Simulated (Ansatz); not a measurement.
TiC (rock salt)

```xyz
2
Lattice="0.0000 2.1466 2.1466 2.1466 0.0000 2.1466 2.1466 2.1466 0.0000" Properties=species:S:1:pos:R:3 pbc="T T T"
C      0.0000     0.0000     0.0000
Ti     2.1466     2.1466     2.1466
```

Scan: atom 2 (Ti, nearest neighbour C at 2.147 Å; its periodic images, 3.0 Å or more away, move with it) is displaced along Cartesian [111], direction (0.577, 0.577, 0.577) in Cartesian axes, by s. The other atoms stay.

The numbers are results of PBEsol (plane waves to 420 eV, PAW, scalar-relativistic; Ansatz, a quantum-chemistry and plane-wave program), not measurements. k mesh 15×15×15 (Γ-centred), Fermi-Dirac smearing 0.05 eV. E stands for the smeared free energy. With partly filled bands, energies and forces of such displacements shift with the k mesh and the smearing. TiC is run without spin polarisation. TiC was relaxed with its symmetry unable to fall. The zero of ΔE is the undisplaced structure.

The scan covers s from -0.430 to 0.430 Å in 11 points.

Is the energy the same for equal positive and negative displacements?

Even: the same for both signs. With its periodic images moving along, the atom's site symmetry in this cell is m-3m.

What is the force constant k = d²E/ds² of this move at s = 0?

9.91 eV/Å².

With two atoms in the cell this is the zone-centre optical mode. What wavenumber follows?

530 cm⁻¹.

(For displaced atoms, the force is minus the slope of the energy, and its curvature is a force constant, which sets phonon frequencies.)
